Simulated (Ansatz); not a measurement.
## SrPd5: reading a single point

```
CELL_PARAMETERS angstrom
5.44887 0.00000 0.00000
-2.72443 4.71885 0.00000
0.00000 0.00000 4.44690
ATOMIC_POSITIONS crystal
Pd 0.33330 0.66670 0.00000
Pd 0.66660 0.33330 0.00000
Pd 0.50000 0.00000 0.50000
Pd 0.50000 0.50000 0.50000
Pd 0.00000 0.50000 0.50000
Sr 0.00000 0.00000 0.00000
```

Single point in Ansatz 0.2.0 with r2SCAN, collinear spin. Cutoff 500 eV, PAW datasets, 5×5×5 Γ-centred k mesh, fermi-dirac filling (width 0.1 eV).

The state carries no moments; the state need not be the lowest.

Question: What is the formation energy?

Answer: -0.38 eV an atom against the elements' usual phases (free molecules for gases, crystals otherwise, with no correction for O₂ or N₂), so it is bound against them; other compounds may still compete. Relaxing would lower it.

Question: Metal or insulator?

Answer: It is a metal, with about 6 states/eV a cell as the mean within 0.25 eV of the Fermi level, mostly Pd d (84 %).

Question: Are the atoms at rest?

Answer: Nearly at rest: the largest force is 0.001 eV/Å.

Question: Describe some of the short contacts.

Answer: Pd–Pd at 2.72 Å: least valence density 0.31 e/Å³ and ELF 0.20 there. Pd–Sr at 3.15 Å: least valence density 0.12 e/Å³ and ELF 0.07 there. Both are smooth PAW fields, read partly inside the augmentation spheres.

Question: Which element gives electrons and which takes them?

Answer: Bader charges in e: Sr +1.45, Pd -0.29. In the mean Sr gives up most and Pd takes most.

Origin: a database entry at a rescaled volume.
